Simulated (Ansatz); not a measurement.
# Ag: energy along a strain

Ag, Fm-3m, a = 4.086 Å (as given, not relaxed at this level: -2.6 GPa). Ansatz: PBEsol, PAW, 420 eV, Γ-centred 20×20×20 mesh on 1 atom, Gaussian smearing 0.15 eV; no spin polarisation. Cell vectors (Å): 0.000 2.043 2.043; 2.043 0.000 2.043; 2.043 2.043 0.000. The cell is strained by x per cent times the pattern (1 0 0 0 0 0) in the order xx yy zz yz xz xy (engineering shears), with fractional coordinates held. y is the free energy over the start, V0 = 17.057 Å³/atom.

```
x (%) y (meV/atom)
-4.00             ?
-3.00         -1.74
-2.00         -2.69
-1.00         -2.08
 0.00          0.00
 1.00          3.47
 2.00          8.25
 3.00         14.25
 3.50         17.69
 4.00         21.40
```

Problem. Fit y = c1 x + c2 x² + c3 x³ to the other rows, get the stiffness along the pattern, and predict the missing energy.

Solution. Least squares on the rows shown. y = 2.7892 x + 0.69511 x² − 0.013729 x³. The clamped-ion stiffness p·C·p = 2 × 6.951 eV × 160.2 / 17.057 Å³ = 131 GPa, which is C11 in these axes (second derivative at the start, which stands under stress). At x = -4.00 the fit asked for gives 0.84 meV/atom. The run gave 0.90 meV/atom, so the fit is 0.06 meV/atom too low, a small miss on the scale of the series.

Cost: 10 runs of about 0.63 core-minutes in all, on AMD EPYC 9R14 (Zen 4) (shared hosts).